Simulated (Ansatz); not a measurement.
AlAs (zinc blende)

```
CELL_PARAMETERS angstrom
      0.00000     2.86406     2.86406
      2.86406     0.00000     2.86406
      2.86406     2.86406     0.00000
ATOMIC_POSITIONS crystal
  As 0.75000 0.75000 0.75000
  Al 0.00000 0.00000 0.00000
```

The relaxed cell is deformed in two ways at once: its volume V is scaled, and at that volume it is stretched along z (the c axis of the conventional cell) so that c/a changes. Fractional atomic positions are held.

The numbers are results of PBE (plane waves to 420 eV, PAW, scalar-relativistic; Ansatz, a quantum-chemistry and plane-wave program), not measurements. k mesh 10×10×10 (Γ-centred), Fermi-Dirac smearing 0.05 eV. Stress and pressure are positive under compression. AlAs was relaxed with its symmetry unable to fall. The PAW data are Ansatz's earlier set.

At one point of the scan the stress tensor (GPa) is:

```
  -1.59     0.00     0.00
   0.00    -1.59     0.00
   0.00     0.00     0.48
```

Which point is it?
A. V/V₀ = 1.027, (c/a)/(c/a)₀ = 0.960
B. V/V₀ = 0.960, (c/a)/(c/a)₀ = 0.880
C. V/V₀ = 1.040, (c/a)/(c/a)₀ = 1.040
D. V/V₀ = 1.013, (c/a)/(c/a)₀ = 0.960

D, V/V₀ = 1.013, (c/a)/(c/a)₀ = 0.960

(A scan under strain: stresses follow from slopes of the energy per volume, elastic moduli from its curvatures.)
